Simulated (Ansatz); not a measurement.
## Stress against strain in Hf

```xyz
1
Lattice="-1.8050 1.8050 1.8050 1.8050 -1.8050 1.8050 1.8050 1.8050 -1.8050" Properties=species:S:1:pos:R:3 pbc="T T T"
Hf    0.0000    0.0000    0.0000
```

The conventional cell has a = 3.610 Å, b = 3.610 Å, c = 3.610 Å, α = 90.00°, β = 90.00°, γ = 90.00°. Hf (atom 1) is surrounded by 8 Hf at 3.13 Å.

The cell comes from COD entry 1522789, which wasn't checked; take it as a given geometry.

Spin–orbit coupling is left out, though it moves levels of the heavy atoms by tenths of an eV or more.

Theory: Ansatz 0.2.0, DFT, PBEsol, all-electron LAPW, scalar-relativistic.

Settings: a Γ-centred 16×16×16 k mesh, Fermi–Dirac smearing of 0.08 eV, basis error target 1 meV/atom, no spin polarisation.

The strain is applied along the Cartesian axes of the cell as listed (the other components stay zero). Fractional coordinates are held (clamped ions).

σ is the change of stress from the unstrained cell, which is at -8.89 GPa; tension is positive, so slopes are stress–strain coefficients at that pressure. In a metal the k mesh adds noise.

Only quantities that a quadratic follows smoothly over the whole series are listed; rougher ones are left out.

| εxx = εyy | σzz (GPa) | σxx (GPa) |
| --- | --- | --- |
| -0.0200 | -3.77 | -3.01 |
| -0.0100 | -1.82 | -1.43 |
| 0.0000 | 0.00 | 0.00 |
| 0.0200 | 3.41 | 2.38 |

(1) Fit the series and read off the stiffness at zero strain.

(2) One run, at εxx = εyy = 0.0100, is withheld. Predict its row.

## Answers

(1) Least-squares fits y = p0 + p1 x + p2 x² to the rows give σzz (GPa): p1 = 179, p2 = -470; σxx (GPa): p1 = 135, p2 = -780. So 2 C12 = 179 GPa and C11 + C12 = 135 GPa.

(2) The fits give 1.76, 1.27; the run gave 1.74, 1.26.
